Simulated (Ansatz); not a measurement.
Relaxed BAs (zinc blende):

```xyz
4
Lattice="0.0000 4.8093 4.8093 2.4047 0.0000 2.4047 2.4047 2.4047 0.0000" Properties=species:S:1:pos:R:3 pbc="T T T"
As     3.6070     3.6070     3.6070
As     3.6070     6.0117     6.0117
B      0.0000     0.0000     0.0000
B      2.4047     2.4047     4.8093
```

The atoms are displaced by Q × the pattern below (from a DFPT mode at L = (0.5, 0.0, 0.0), largest move 1; Q in Å), at fixed cell. It is one choice among 2 degenerate patterns. (q is in reciprocal vectors of the primitive cell; the cell shown is doubled to hold the pattern.)

| atom | x | y | z |
|---|---|---|---|
| As1 | -0.036 | 0.066 | -0.102 |
| As2 | 0.036 | -0.066 | 0.102 |
| B3 | -0.285 | 0.520 | -0.805 |
| B4 | 0.285 | -0.520 | 0.805 |

The numbers are results of PBE (plane waves to 420 eV, PAW, scalar-relativistic; Ansatz, an electronic-structure program), not measurements. k mesh 6×12×12 (Γ-centred), Fermi-Dirac smearing 0.05 eV. Compression counts positive. BAs was relaxed with its symmetry unable to fall. 

```json
[
 {"Q (Å)": "-0.100", "−dE/dQ from forces (eV/Å)": "3.753", "P (GPa)": "___"},
 {"Q (Å)": "-0.083", "−dE/dQ from forces (eV/Å)": "3.123", "P (GPa)": "0.65"},
 {"Q (Å)": "-0.067", "−dE/dQ from forces (eV/Å)": "2.495", "P (GPa)": "___"},
 {"Q (Å)": "-0.050", "−dE/dQ from forces (eV/Å)": "1.870", "P (GPa)": "0.23"},
 {"Q (Å)": "-0.033", "−dE/dQ from forces (eV/Å)": "1.245", "P (GPa)": "0.10"},
 {"Q (Å)": "-0.017", "−dE/dQ from forces (eV/Å)": "0.623", "P (GPa)": "0.02"},
 {"Q (Å)": "0.000", "−dE/dQ from forces (eV/Å)": "0.000", "P (GPa)": "0.00"},
 {"Q (Å)": "0.017", "−dE/dQ from forces (eV/Å)": "-0.623", "P (GPa)": "0.02"},
 {"Q (Å)": "0.033", "−dE/dQ from forces (eV/Å)": "-1.245", "P (GPa)": "0.10"},
 {"Q (Å)": "0.050", "−dE/dQ from forces (eV/Å)": "-1.870", "P (GPa)": "0.23"},
 {"Q (Å)": "0.067", "−dE/dQ from forces (eV/Å)": "-2.495", "P (GPa)": "___"},
 {"Q (Å)": "0.083", "−dE/dQ from forces (eV/Å)": "-3.123", "P (GPa)": "0.65"},
 {"Q (Å)": "0.100", "−dE/dQ from forces (eV/Å)": "-3.753", "P (GPa)": "___"}
]
```

Task: Fill in the missing entries.

Result: 
- -0.100, P (GPa): 0.93
- -0.067, P (GPa): 0.41
- 0.067, P (GPa): 0.41
- 0.100, P (GPa): 0.93

(For displaced atoms, the force is minus the slope of the energy, and its curvature is a force constant, which sets phonon frequencies.)
